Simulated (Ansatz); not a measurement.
Input:

FeS2:
```
CELL_PARAMETERS angstrom
      5.28445     0.00000     0.00000
      0.00000     5.28445     0.00000
      0.00000     0.00000     5.28445
ATOMIC_POSITIONS crystal
  Fe 0.00000 0.50000 0.50000
  Fe 0.50000 0.50000 0.00000
  Fe 0.50000 0.00000 0.50000
  Fe 0.00000 0.00000 0.00000
  S  0.38129 0.11871 0.88129
  S  0.61871 0.88129 0.11871
  S  0.11871 0.88129 0.38129
  S  0.88129 0.11871 0.61871
  S  0.88129 0.38129 0.11871
  S  0.11871 0.61871 0.88129
  S  0.61871 0.61871 0.61871
  S  0.38129 0.38129 0.38129
```

This is the LDA-relaxed structure.

**Question.** All from LDA in the plane-wave PAW code Ansatz, unless another level is named. Predict the bulk modulus (Birch–Murnaghan fit).

**Answer.** 196 GPa.

**Question.** And the highest zone-centre frequency (without LO–TO term)?

**Answer.** 13.59 THz.

Space group Pa-3. The LDA relaxation kept the symmetry of its start; phonons on a q-mesh show no instability. No spin polarisation was allowed.

Potentials: the later of the program's two PAW sets.
